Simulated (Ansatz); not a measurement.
Relaxed-ion elastic tensor of BeS (zinc blende, F-43m) in GPa (Voigt order), PBEsol (plane waves, PAW; program Ansatz); density 2.41 g/cm³, 14.15 Å³ per atom.

```
      1     2     3     4     5     6
-  ----  ----  ----  ----  ----  ----
1   161  65.6  65.6   0.0   0.0   0.0
2  65.6   161  65.6   0.0   0.0   0.0
3  65.6  65.6   161   0.0   0.0   0.0
4   0.0   0.0   0.0  83.0   0.0   0.0
5   0.0   0.0   0.0   0.0  83.0   0.0
6   0.0   0.0   0.0   0.0   0.0  83.0
```

Q: Is the crystal mechanically stable?

A: Yes: the smallest eigenvalue of C is 83.0 GPa.

Q: Work out the Voigt, Reuss and Hill averages.

A: K_V = 97.2, K_R = 97.2, K_H = 97.2; G_V = 68.8, G_R = 63.9, G_H = 66.4 GPa.

Q: Give Young's modulus, Poisson's ratio, Pugh's ratio and the universal anisotropy index.

A: E = 9KG/(3K + G) = 162 GPa; ν = 0.22; K/G = 1.47 (brittle by the Pugh limit of 1.75); A_U = 5G_V/G_R + K_V/K_R − 6 = 0.38.

Q: Estimate the sound speeds and the Debye temperature.

A: v_l = √((K + 4G/3)/ρ) = 8780 m/s, v_t = √(G/ρ) = 5250 m/s, mean 5810 m/s; Θ = (h/k)(3n/4πV)^(1/3) v_m = 715 K.

Q: Give the Zener ratio and Young's modulus along [100], [110] and [111].

A: A = 2C44/(C11 − C12) = 1.75; 1/E = S11 − 2(S11 − S12 − S44/2)Γ with Γ = 0, 1/4, 1/3 gives 123, 169, 194 GPa.

Q: Solve the Christoffel equation for the three sound speeds along [100], [110], [111].

A: Eigenvalues of C_ijkl n_j n_l equal ρv² (piezoelectric stiffening left out). In km/s, slowest first: [100] 5.87, 5.87, 8.16; [110] 4.44, 5.87, 9.02; [111] 4.96, 4.96, 9.29.

The cell was relaxed with PBEsol under the symmetry of its start.

Potentials: the earlier of the program's two PAW sets. The files were generated under PBE; for other functionals the program regenerates the frozen cores, and for LDA and PBEsol the local potential too.
